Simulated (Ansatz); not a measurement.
**Y (P6_3/mmc) as a metal**

```xyz
2
Lattice="3.5945 0.0000 0.0000 -1.7972 3.1129 0.0000 0.0000 0.0000 5.6067" Properties=species:S:1:pos:R:3 pbc="T T T"
Y     0.0000    2.0753    1.4017
Y     1.7972    1.0376    4.2050
```

Computed, not measured; unless marked otherwise by PBEsol, all-electron LAPW in Ansatz 0.2.0, scalar-relativistic. k mesh 10×10×6, fine mesh 16×16×12, Fermi-Dirac smearing of 0.100 eV, basis error target 1 meV/atom. The cell was relaxed by PAW under this functional, which moved its volume by -5 % from the database entry's.

Levels and slopes are solved on a 16×16×12 mesh, and each state is taken as quadratic over its cell.

(1) What is the density of states at the Fermi level, and which bare Sommerfeld coefficient follows?

(2) What Drude plasma energy and σ/τ do the band velocities give?

(3) Which bands cross the Fermi level, and what do they carry?

(4) Map the plane k₃ = 0 of the mesh: how many bands lie under the Fermi level at each point, counted from the least on the plane?

(5) On PAW files the program sums the optical response inside the mesh cells, interband lines and its own Drude term. Where does ε₁ rise through zero (a sharp plasmon if ε₂ is small there), and how much light is reflected?

(6) What does PAW give for the same cell?

Results:

(1) N(E_F) = 1.84 states/eV/atom (both spins), so γ = (π²/3) k_B² N(E_F) = 4.33 mJ/(mol-atom K²) without electron-phonon or spin-fluctuation enhancement.

(2) (ħω_p,α)² = (e²/ε₀VN_k) Σ_nkσ (∂E/∂k_α)² δ(E − E_F) gives ħω_p = (3.64, 3.64, 5.04) eV along x, y, z, and σ/τ = ε₀ω_p² = 2.71×10²⁰ Ω⁻¹m⁻¹s⁻¹ along x. Weighted by the density of states, the mean Fermi speed is 0.319×10⁶ m/s; the surface has an area of 15.3 Å⁻² for each spin direction.

(3) 

```tsv
band	filled part	N (states/eV/cell)	speed (10⁶ m/s)	5th to 95th percentile	area (Å⁻²)	filling
1	0.70	1.7	0.352	0.25 to 0.47	7.82	partly filled
2	0.30	1.97	0.29	0.11 to 0.50	7.44	partly filled
```

(4) k₁ runs to the right and k₂ upwards, each from −½ to ½ with 0 in the middle (the axes needn't be at right angles):
```
2222222222222222
2211222112222222
2211111111222222
2221100011222222
2221000000122222
2221000000012222
2211000000001122
2211100000001112
2221100000000112
2222210000000122
2222221000000122
2222222110001122
2222222111111112
2222222211222112
2222222222222222
2222222222222222
```

(5) 

| Property | Result |
| --- | --- |
| Fine mesh | 16, 16, 12 |
| Window top | 25 eV |
| Line width | 0.25 eV |
| Drude damping | 0.1 eV |
| ε₁ rises through zero at x | 0.72, 6.02, 7.04, 11.5, 24.82 eV |
| ε₂ there x | 29.53, 2.83, 3.03, 0.44, 1.71 |
| ε₁ rises through zero at z | 1.05, 6.88, 11.72, 24.76 eV |
| ε₂ there z | 19.8, 1.81, 0.37, 1.38 |
| Plasma energy (x, y, z) | 3.383, 3.383, 4.746 eV |
| Reflectivity at 1 eV, x-polarised | 0.5568 |
| Reflectivity at 2 eV, x-polarised | 0.6004 |
| Reflectivity at 3 eV, x-polarised | 0.5579 |

The plasma energy here is the program's own sum at the run's smearing; it differs from the value above by up to 7 %, through mesh and smearing.

(6) N(E_F) = 1.84 states/eV/atom and ħω_p,x = 3.64 eV.

Known limits: large density of states at the Fermi level, a magnetic or distorted state may lie lower; these sums move with the mesh, by several per cent and more for small sheets; frozen-core PAW files fitted under PBE, their cores solved anew for the functional of the run.
